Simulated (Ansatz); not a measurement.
In:
```xyz
1
Lattice="-1.6028 1.6028 2.5110 1.6028 -1.6028 2.5110 1.6028 1.6028 -2.5110" Properties=species:S:1:pos:R:3 pbc="T T T"
In     0.0000     0.0000     0.0000
```

Relaxed with r²SCAN+D4. Special points in fractions of this cell's reciprocal vectors: Γ (0.000, 0.000, 0.000); X (0.000, 0.000, 0.500); P (0.250, 0.250, 0.250); N (0.000, 0.500, 0.000); M (0.500, 0.500, -0.500); S (0.352, 0.648, -0.352); S0 (-0.352, 0.352, 0.352); R (-0.204, 0.204, 0.500); G (0.500, 0.500, -0.204).

Problem. List the band energies nearest the Fermi level at these points for DFT-r²SCAN+D4 in the program Ansatz with PAW potentials.

Solution. In eV from the Fermi level; about four levels below and three above (degenerate sets whole), none deeper than 8.9 eV; … stands for higher levels left out; points with the same levels are listed once.

```
k              below              above
-  -----------------  -----------------
Γ                  –  11.27 11.27 11.56
X        -2.12 -1.33        3.48 4.22 …
P  -0.92 -0.17 -0.17             2.04 …
N        -4.46 -3.65       7.61 10.13 …
M        -3.31 -3.12        5.32 5.32 …
S  -2.67 -1.39 -0.77             7.00 …
R        -1.57 -0.44        0.19 1.44 …
```

Space group I4/mmm (body-centred tetragonal). The cell was relaxed with r²SCAN+D4 under the symmetry of its start. The pairwise dispersion correction was not fitted to metals. Scalar-relativistic: spin–orbit coupling is off unless named, which matters more the heavier the elements.

Potentials: the later of the program's two PAW sets.
